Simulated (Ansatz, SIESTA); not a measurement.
This is a calculation of GaGe3 for SIESTA 5.4.2. The cell comes from a database or a generator and needn't be the stable form of this composition.

The input GaGe3.fdf:

```
SystemName                      GaGe3
SystemLabel                     GaGe3
NumberOfSpecies                 2
NumberOfAtoms                   8
%block ChemicalSpeciesLabel
  1  32 Ge
  2  31 Ga
%endblock ChemicalSpeciesLabel

LatticeConstant                 1.0 Ang
%block LatticeVectors
     5.9850359054     0.0000000000     0.0000000000
    -2.9925179527     5.1831931366     0.0000000000
     0.0000000000     0.0000000000     5.0349520000
%endblock LatticeVectors
AtomicCoordinatesFormat         Fractional
%block AtomicCoordinatesAndAtomicSpecies
     0.1635615050     0.3271230100     0.2500000000  1  Ge
     0.1635615050     0.8364384950     0.2500000000  1  Ge
     0.6728769900     0.8364384950     0.2500000000  1  Ge
     0.8364384950     0.6728769900     0.7500000000  1  Ge
     0.8364384950     0.1635615050     0.7500000000  1  Ge
     0.3271230100     0.1635615050     0.7500000000  1  Ge
     0.3333333333     0.6666666667     0.7500000000  2  Ga
     0.6666666667     0.3333333333     0.2500000000  2  Ga
%endblock AtomicCoordinatesAndAtomicSpecies

%block kgrid.MonkhorstPack
    5   0   0  0.0
    0   5   0  0.0
    0   0   5  0.0
%endblock kgrid.MonkhorstPack
XC.Functional                   GGA
XC.Authors                      PBE
PAO.BasisSize                   DZP
PAO.EnergyShift                 0.003 Ry
Mesh.Cutoff                     800 Ry
OccupationFunction              FD
ElectronicTemperature           0.05 eV
MaxSCFIterations                120
SCF.MustConverge                false
SCF.Mixer.Method                Pulay
SCF.Mixer.Weight                0.25
SCF.Mixer.History               8
SCF.DM.Tolerance                5.0e-05
SCF.H.Tolerance                 1.0e-03 eV
WriteForces                     true
Charge.Mulliken                 end
Charge.Hirshfeld                end
Charge.Voronoi                  end
SaveRho                         true
SaveElectrostaticPotential      true
%block PAO.Basis
  Ge 4
  n=4 0 2
    5.972 0.000
  n=4 1 2
    8.196 0.000
  n=3 2 2
    3.189 0.000
  n=4 2 1
    8.196
  Ga 4
  n=4 0 2
    6.575 0.000
  n=4 1 2
    9.448 0.000
  n=3 2 2
    3.582 0.000
  n=4 2 1
    9.448
%endblock PAO.Basis
```

Potentials or basis: PseudoDojo 0.4 standard (PBE files), converted to PSML, two zetas on semicore shells, DZP (energy shift 0.003 Ry; two zetas on semicore shells).

The run is started by

```bash
$ siesta < GaGe3.fdf > GaGe3.out 2>&1
```

Question: Translate it to Ansatz 0.2.0. Potentials or basis there: Ansatz PAW, cutoff 420 eV.

Answer: As run (cutoffs and basis follow the program's own potentials, and thresholds, step limits or extra output files can differ):

File input.yaml:

```yaml
crystal:
  lattice:
    - [5.9850359054, 0.0, 0.0]
    - [-2.9925179527, 5.1831931366, 0.0]
    - [0.0, 0.0, 5.034952]
  atoms:
    - { symbol: Ge, position: [0.163561505, 0.32712301, 0.25] }
    - { symbol: Ge, position: [0.163561505, 0.836438495, 0.25] }
    - { symbol: Ge, position: [0.67287699, 0.836438495, 0.25] }
    - { symbol: Ge, position: [0.836438495, 0.67287699, 0.75] }
    - { symbol: Ge, position: [0.836438495, 0.163561505, 0.75] }
    - { symbol: Ge, position: [0.32712301, 0.163561505, 0.75] }
    - { symbol: Ga, position: [0.3333333333, 0.6666666667, 0.75] }
    - { symbol: Ga, position: [0.6666666667, 0.3333333333, 0.25] }
hamiltonian:
  xc: pbe
  pseudopotentials: { kind: paw }
kpoints:
  mp_grid: { grid: [5, 5, 5] }
scf:
  occupations: { method: fermi_dirac, width: 0.05 }
output:
  forces: true
  stress: true
  eigenvalues: true
  write_density: true
  write_potential: true
  elf: true
  volumetric_format: npy
```

Potentials or basis: Ansatz PAW.

Command:

```bash
$ ansatz run input.yaml --threads 4 --pin off --max-ram 10240MiB --backend cpu --events-out ev --progress --plain --runs-dir out
```

Both were run:

|  | SIESTA | Ansatz |
| --- | --- | --- |
| Pressure | 0.0 GPa | -0.8 GPa |
| Largest force | 0.214 eV/Å | 0.176 eV/Å |

Ansatz's pressure holds a Pulay term of +0.04 GPa for its cutoff of 420 eV, which the other run lacks.

Where Ansatz's input types no cutoff or centring, it takes its own default and a Γ-centred mesh.

Pressure is positive in compression.
